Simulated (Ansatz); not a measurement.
## Spin spirals in GdSe (Fm-3m)

The source of the geometry is a structure as deposited in COD; atoms and cell stay fixed.

Common settings: LDA, 12×12×12 k mesh, Fermi–Dirac smearing of 0.03 eV. PAW means Ansatz 0.2.0 on its default frozen-core files; LAPW is all-electron LAPW in Ansatz 0.2.0. Site moments are integrated in spheres about the atoms, whose radii differ between the methods.

The reference run was typed so:

```yaml
crystal:
  lattice:
    - [0.0, 2.8855, 2.8855]
    - [2.8855, 0.0, 2.8855]
    - [2.8855, 2.8855, 0.0]
  atoms:
    - { symbol: Gd, position: [0.0, 0.0, 0.0], spin: 6.7, spin_axis: [1.0, 0.0, 0.0] }
    - { symbol: Se, position: [0.5, 0.5, 0.5] }
magnetization:
  noncollinear: true
  spin_spiral: { q: [0.0, 0.0, 0.0] }
kpoints:
  mp_grid: { grid: [12, 12, 12] }
scf:
  occupations: { method: fermi_dirac, width: 0.03 }
hamiltonian:
  xc: lda
  pseudopotentials: { kind: paw }
output:
  eigenvalues: false
```

Command: `ansatz run input.yaml --threads 2 --pin off --max-ram 5120MiB --backend cpu --events-out ev --progress --plain --runs-dir out`

The input for «spiral at 0.833 of the way from Γ to L» by LAPW differs from it in these lines, output keys apart:

```diff
-  spin_spiral: { q: [0.0, 0.0, 0.0] }
+  spin_spiral: { q: [0.4166666667, 0.4166666667, 0.4166666667] }
-  mp_grid: { grid: [12, 12, 12] }
+  mp_grid: { grid: [12, 12, 12], shift: [0.5, 0.5, 0.5] }
-  pseudopotentials: { kind: paw }
+  pseudopotentials: { kind: all_electron, lapw: { basis_error: 0.001 } }
```

Flat spirals without spin–orbit coupling: moments start in the xy plane and turn about z by q·R from cell to cell, and their directions inside a cell are free. q runs from Γ to L = (0.500, 0.500, 0.500) in reciprocal cell vectors. Energies count from each method's run at q = 0. Each q is a vector of the k mesh, and the mesh is shifted by q/2 where needed, so that both spin components are sampled on the same points as at q = 0.

```csv
fraction of Γ–L,q (1/Å),ΔF PAW (meV/cell),ΔF LAPW (meV/cell),"largest moment, PAW (μB)"
0.000,0.000,0.0,0.0,6.74
0.167,0.157,-3.0,-2.9,6.74
0.333,0.314,-4.6,–,6.75
0.500,0.471,-7.7,–,6.77
0.667,0.629,-14.4,–,6.78
0.833,0.786,-25.8,-25.5,6.80
1.000,0.943,-33.3,–,6.81
```

The lowest point lies at 1.000 of the way, 33.3 meV/cell under q = 0, so the antiferromagnetic state at the zone boundary wins along this line.

The PAW files were made with PBE; the program remakes their cores once for the run's functional and then keeps them frozen. Without U a semilocal functional puts the f levels too near the Fermi level, which can change moments and the order of magnetic states; site and cell moments are spin moments. Spin–orbit coupling is left out although heavy atoms are present. In at least one run the program's final test of stability wasn't made or came to no verdict. With open f shells a run can end in a state that isn't the lowest. The magnetic state is the one that this cell and start allow. It needn't be the compound's measured order, which may need a larger cell or be absent.
